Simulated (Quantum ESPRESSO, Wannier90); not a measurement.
## Wannierisation of CsPbBr3 (cubic perovskite)

```
begin unit_cell_cart
ang
    5.9486300000    0.0000000000    0.0000000000
    0.0000000000    5.9486300000    0.0000000000
    0.0000000000    0.0000000000    5.9486300000
end unit_cell_cart
begin atoms_frac
Cs   0.0000000000  0.0000000000  0.0000000000
Pb   0.5000000000  0.5000000000  0.5000000000
Br   0.5000000000  0.5000000000  0.0000000000
Br   0.0000000000  0.5000000000  0.5000000000
Br   0.5000000000  0.0000000000  0.5000000000
end atoms_frac
```

Materials Project entry mp-600089; symmetrised, unrelaxed at this level. COD (Crystallography Open Database) records the formula in this space group. Ideal cubic forms of this type are often high-temperature phases that distort on cooling; symmetry holds the cell here, and its stability was not tested. Level: PBEsol, spinors with spin-orbit coupling; pw.x of Quantum ESPRESSO at 45 Ry with PseudoDojo potentials, 4×4×4 k-points, Wannier90. Density: 6×6×6 mesh, Gaussian smearing 0.01 Ry.

A tight-binding model is made by disentanglement and projection with no localisation steps (num_iter = 0), so the 32 orbitals stay atom-like: hydrogen-like Cs: s; Pb: p; Br: s;p, axes along x, y, z; frozen window up to 1.88 eV relative to the valence-band maximum. It follows pw.x to 2.0 meV rms for states up to 1.4 eV relative to the valence-band maximum. Matrix elements depend on this choice of orbitals and windows. Bands 19–20 (Cs 5p 99 %), 21–26 (Cs 5p 66 %, Pb 6s 25 %, Br 4p 7 %) lie between the kept ones and are excluded.

Problem. What are the on-site energies relative to the valence-band maximum, and how fast do the hoppings decay?

Solution. 
| atom | orbitals | energy (eV) |
|---|---|---|
| Cs1 | s↑ s↓ | 4.49 |
| Pb2 | pz↑ pz↓ px↑ px↓ py↑ py↓ | 2.21 |
| Br3 | s↑ s↓ | -14.04 |
| Br3 | pz↑ pz↓ | -1.51 |
| Br3 | px↑ px↓ py↑ py↓ | -2.05 |
| Br4 | s↑ s↓ | -14.04 |
| Br4 | pz↑ pz↓ py↑ py↓ | -2.05 |
| Br4 | px↑ px↓ | -1.51 |
| Br5 | s↑ s↓ | -14.04 |
| Br5 | pz↑ pz↓ px↑ px↓ | -2.05 |
| Br5 | py↑ py↓ | -1.51 |

```csv
distance of the centres (Å),largest modulus (eV)
2–3,1.9
4–5,0.30
5–6,0.33
6–7,0.026
7–8,0.015
8–9,0.066
9–10,0.012
10–11,0.0050
```

Effective spin-orbit constants λ of λ L·S, from the same-site elements px↑–py↑ (λ/2) and dx2-y2↑–dxy↑ (λ), where they are among the larger elements: Pb2 p 1.2 eV, Br3 p 0.31 eV, Br4 p 0.30 eV, Br5 p 0.30 eV.
